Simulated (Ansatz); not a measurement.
ScGe in space group Cmcm (No. 63; Sc on 4c, Ge on 4c) at seven volumes, the program Ansatz at the PBEsol level (PAW), shape and atoms relaxed at each. One row is withheld.

```json
[
 {"V (Å³/atom)": "16.896", "P (GPa)": "?"},
 {"V (Å³/atom)": "17.453", "P (GPa)": "6.93"},
 {"V (Å³/atom)": "18.010", "P (GPa)": "3.19"},
 {"V (Å³/atom)": "18.567", "P (GPa)": "0.00"},
 {"V (Å³/atom)": "19.124", "P (GPa)": "-2.73"},
 {"V (Å³/atom)": "19.681", "P (GPa)": "-5.06"},
 {"V (Å³/atom)": "20.238", "P (GPa)": "-7.04"}
]
```

Task: Fit the shown pressures and predict the withheld one.

Result: P = (3/2)B₀(x^(7/2) − x^(5/2))[1 + (3/4)(B′ − 4)(x − 1)] with x = (V₀/V)^(2/3). Least squares on the six rows gives V₀ = 18.566 Å³/atom, B₀ = 98.2 GPa, B′ = 4.27. At V = 16.896, x = 1.0649 and P = 11.32 GPa. The run itself gave 11.31 GPa.

The workflow started from a Materials Project entry (that database holds measured and hypothetical structures alike); the Crystallography Open Database copy checked does not list it. Whether it is the stable phase at ambient conditions was not checked. Symmetry was held in the PBEsol relaxation; of distortions, only those at the zone centre were tested. The run is not spin-polarised.

Potentials: the later of the program's two PAW sets.
